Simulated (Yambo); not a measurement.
BSE-type run in Yambo on K$_{2}$PdCl$_{4}$ (space group P4/mmm, No. 123), at finite momentum (a q point of the mesh, 0.99 1/Å).

Quantum ESPRESSO step (PBEsol, PseudoDojo standard norm-conserving files, scalar-relativistic):
```
&CONTROL
  calculation = 'nscf'
  pseudo_dir = './pseudo'
  outdir = './out'
/
&SYSTEM
  ibrav = 0
  nat = 7
  ntyp = 3
  ecutwfc = 82.0
  ecutrho = 328.0
  occupations = 'fixed'
  force_symmorphic = .true.
  nbnd = 111
/
&ELECTRONS
  conv_thr = 7.000000000000001e-09
  diago_full_acc = .true.
  diago_thr_init = 1e-08
/
ATOMIC_SPECIES
Cl 35.4500 Cl.upf
K 39.0983 K.upf
Pd 106.4200 Pd.upf
CELL_PARAMETERS angstrom
  7.057650000000   0.000000000000   0.000000000000
  0.000000000000   7.057650000000   0.000000000000
  0.000000000000   0.000000000000   4.096350000000
ATOMIC_POSITIONS crystal
Cl   0.232220000000   0.767780000000   0.000000000000
Cl   0.767780000000   0.232220000000   0.000000000000
Cl   0.232220000000   0.232220000000   0.000000000000
Cl   0.767780000000   0.767780000000   0.000000000000
K   0.500000000000   0.000000000000   0.500000000000
K   0.000000000000   0.500000000000   0.500000000000
Pd   0.000000000000   0.000000000000   0.000000000000
K_POINTS automatic
4 4 6 0 0 0
```

Yambo input:
```
rim_cut
optics
bse
bss
dipoles
em1s
RandQpts= 1000000
RandGvec= 1 Ry
FFTGvecs= 40 Ry
Chimod= "HARTREE"
BSKmod= "SEX"
BSEmod= "resonant"
BSSmod= "hs"
BSENGexx= 15 Ry
BSENGBlk= 3 Ry
% KfnQP_E
 2.539 | 1.0 | 1.0 |
%
% BSEQptR
 24 | 24 |
%
% BSEBands
 18 | 34 |
%
% BEnRange
 0.0 | 9.1 | eV
%
% BDmRange
 0.15 | 0.15 | eV
%
BEnSteps= 182
% BLongDir
 1.0 | 0.0 | 0.0 |
%
BSHayTrs= -0.02
BSSNEig= 24
WRbsWF
% BndsRnXs
 5 | 107 |
%
NGsBlkXs= 3 Ry
% LongDrXs
 1.0 | 1.0 | 1.0 |
%
```

From the report:

The dimension is k points × valence × conduction bands = 96 × 15 × 2 = 2880.
```
   [SLEPC] Approach                          : Krylov-Schur
   [SLEPC] Number of requested eigenvalues   :  24
   [SLEPC] Number of eigenvalues        [NEV]:  24
    [K] Dimension                                    :  2880
    [K] Bands                                        :   18   34
    [K] Exchange res                                 : yes
    [K] Correlation res                              : yes
    [K] W interaction is bare                        : no
    [K] RL vectors exchange                          :  1373
    [K] RL vectors correlation                       :  137
    [W] Matrix size                                  :  137
    [W] Bands                                        :    5  107
    [W] Coulomb Cutoff                               : none
    [W] Hxc Kernel                                   : HARTREE
```
Lowest eigenvalues (eV; in brackets the number of states within 2 meV): 1.49 (1), 1.64 (2), 1.88 (1), 3.07 (1), 3.39 (2), 3.40 (2). They depend on the mesh, which isn't converged, and on the G0W0 scissor.

Spin-orbit coupling is not included.

Geometry of the Materials Project entry, not relaxed at this level.
